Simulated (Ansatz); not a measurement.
Relaxed-ion elastic tensor of GaAs in space group P4/mmm (No. 123; Ga on 1b, As on 1a) in GPa (Voigt order), plane-wave PAW r²SCAN (Ansatz code); density 6.14 g/cm³, 19.57 Å³ per atom.

```
      1     2     3     4     5    6
-  ----  ----  ----  ----  ----  ---
1   176  35.8  17.3   0.0   0.0  0.0
2  35.8   176  17.3   0.0   0.0  0.0
3  17.3  17.3   146   0.0   0.0  0.0
4   0.0   0.0   0.0  23.6   0.0  0.0
5   0.0   0.0   0.0   0.0  23.6  0.0
6   0.0   0.0   0.0   0.0   0.0  8.6
```

Task: Is the crystal mechanically stable?

Result: Yes: the smallest eigenvalue of C is 8.6 GPa.

Task: Work out the Voigt, Reuss and Hill averages.

Result: K_V = 71.0, K_R = 69.8, K_H = 70.4; G_V = 39.6, G_R = 21.8, G_H = 30.7 GPa.

Task: Give Young's modulus, Poisson's ratio, Pugh's ratio and the universal anisotropy index.

Result: E = 9KG/(3K + G) = 80.5 GPa; ν = 0.31; K/G = 2.29 (ductile by the Pugh limit of 1.75); A_U = 5G_V/G_R + K_V/K_R − 6 = 4.11.

Task: Estimate the sound speeds and the Debye temperature.

Result: v_l = √((K + 4G/3)/ρ) = 4260 m/s, v_t = √(G/ρ) = 2240 m/s, mean 2500 m/s; Θ = (h/k)(3n/4πV)^(1/3) v_m = 276 K.

Task: How much does each axis shrink under pressure?

Result: Linear compressibilities β_i = Σ_j S_ij (j = 1 to 3): x 4.2, y 4.2, z 5.8 per TPa.

The workflow started from a Materials Project entry (that database holds measured and hypothetical structures alike); the Crystallography Open Database copy checked does not list it. It is not the phase usual at ambient conditions (space group No. 216). Symmetry was held in the r²SCAN relaxation; of distortions, only those at the zone centre were tested. As this level gives no gap, shear constants depend on the k-mesh and smearing (Fermi–Dirac, 0.1 eV here). On the denser mesh and wider smearing of the elastic run this cell carries a stress of 1.8 GPa.

Potentials: the earlier of the program's two PAW sets.
